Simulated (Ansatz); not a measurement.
MgO:
```
CELL_PARAMETERS angstrom
      2.89941     0.00000     0.00000
     -1.44970     2.51096     0.00000
      0.00000     0.00000     2.64471
ATOMIC_POSITIONS crystal
  Mg 0.00000 0.00000 0.00000
  O  0.66667 0.33333 0.50000
```

Relaxed with HSE06.

Task: Give the Bader charges and basin volumes of the independent atoms, plane-wave PAW HSE06 (Ansatz code).

Result: 

| atom | Bader charge (e) | Bader volume (Å³) |
|---|---|---|
| Mg1 | +1.73 | 4.7 |
| O2 | -1.73 | 14.5 |

Space group P-6m2. The cell is a constructed one: a structure type filled with these elements; the Crystallography Open Database copy checked does not list it. It is not the phase usual at ambient conditions (space group No. 225). The HSE06 relaxation kept the symmetry of its start; whether a distortion lowers the energy is not shown.

Potentials: the later of the program's two PAW sets.
